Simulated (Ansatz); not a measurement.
Relaxed-ion elastic tensor of Rh (diamond, Fd-3m) in GPa (Voigt order), the program Ansatz at the PBEsol level (PAW); density 8.53 g/cm³, 20.04 Å³ per atom.

```json
[
 {"": "1", "1": "138", "2": "156", "3": "156", "4": "0.0", "5": "0.0", "6": "0.0"},
 {"": "2", "1": "156", "2": "138", "3": "156", "4": "0.0", "5": "0.0", "6": "0.0"},
 {"": "3", "1": "156", "2": "156", "3": "138", "4": "0.0", "5": "0.0", "6": "0.0"},
 {"": "4", "1": "0.0", "2": "0.0", "3": "0.0", "4": "6.5", "5": "0.0", "6": "0.0"},
 {"": "5", "1": "0.0", "2": "0.0", "3": "0.0", "4": "0.0", "5": "6.5", "6": "0.0"},
 {"": "6", "1": "0.0", "2": "0.0", "3": "0.0", "4": "0.0", "5": "0.0", "6": "6.5"}
]
```

Question: Is the crystal mechanically stable?

Answer: No: the smallest eigenvalue of C is -18.0 GPa.

The start of the workflow was typed in or built on a structure type; neither database checked (COD, Materials Project) lists it. It is not the phase usual at ambient conditions (space group No. 225). The cell was relaxed with PBEsol under the symmetry of its start. At this level the phase is mechanically unstable. The workflow began spin-polarised and lost its moments. As this level gives no gap, shear constants depend on the k-mesh and smearing (Fermi–Dirac, 0.1 eV here).

Potentials: the later of the program's two PAW sets.
